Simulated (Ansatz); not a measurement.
One stationary structure of AlP. Calculation: PBEsol (plane waves to 420 eV, PAW, scalar-relativistic; Ansatz, a program for electronic structure).

```cif
data_Al6P6
_chemical_formula_sum 'Al6 P6'
_space_group_name_H-M_alt 'P 1'
_space_group_IT_number 1
_cell_length_a 3.86570
_cell_length_b 3.86570
_cell_length_c 18.97009
_cell_angle_alpha 90.000
_cell_angle_beta 90.000
_cell_angle_gamma 120.000
loop_
_space_group_symop_operation_xyz
  'x, y, z'
loop_
_atom_site_label
_atom_site_type_symbol
_atom_site_fract_x
_atom_site_fract_y
_atom_site_fract_z
_atom_site_occupancy
Al1 Al 0.00000 0.00000 0.99975 1
Al2 Al 0.00000 0.00000 0.49975 1
Al3 Al 0.66667 0.33333 0.83304 1
Al4 Al 0.33333 0.66667 0.33304 1
Al5 Al 0.66667 0.33333 0.16654 1
Al6 Al 0.33333 0.66667 0.66654 1
P1 P 0.00000 0.00000 0.87452 1
P2 P 0.00000 0.00000 0.37452 1
P3 P 0.66667 0.33333 0.70818 1
P4 P 0.33333 0.66667 0.20818 1
P5 P 0.66667 0.33333 0.04168 1
P6 P 0.33333 0.66667 0.54168 1
```

Task: Find the space group and the Wyckoff positions (tolerance 0.01 Å).

Result: Space group P6₃mc (No. 186); a = 3.8657 Å, b = 3.8657 Å, c = 18.9701 Å, α = 90.00°, β = 90.00°, γ = 120.00°

```csv
atom,site,symmetry,x,y,z
Al,2a,3m.,0.0000,0.0000,0.4998
Al,2b,3m.,0.3333,0.6667,0.3330
Al,2b,3m.,0.6667,0.3333,0.1665
P,2a,3m.,0.0000,0.0000,0.3745
P,2b,3m.,0.3333,0.6667,0.2082
P,2b,3m.,0.6667,0.3333,0.0417
```

This is the AFLOW prototype AB_hP12_186_a2b_a2b (B6, as in SiC).

Task: Give the shortest distances between elements (the closest pairs, up to four, under 3.6 Å).

Result: Al–P 2.37 Å.

| Quantity | Value |
|---|---|
| Volume per atom | 20.46 Å³ |
| Band gap | 1.75 eV, indirect (valence top at Γ, conduction bottom at L) (no spin-orbit coupling) |
| Smallest direct gap | 2.57 eV at Γ |

No spin polarisation in the result.

The run could not lose the symmetry of its start.

The first start was generated by placing the elements on the sites of a structure type. Materials Project lists a structure of AlP in the same space group, P6₃mc (No. 186); the sites were not compared with it, nor with measured phases. Known forms of AlP include space group No. 216.
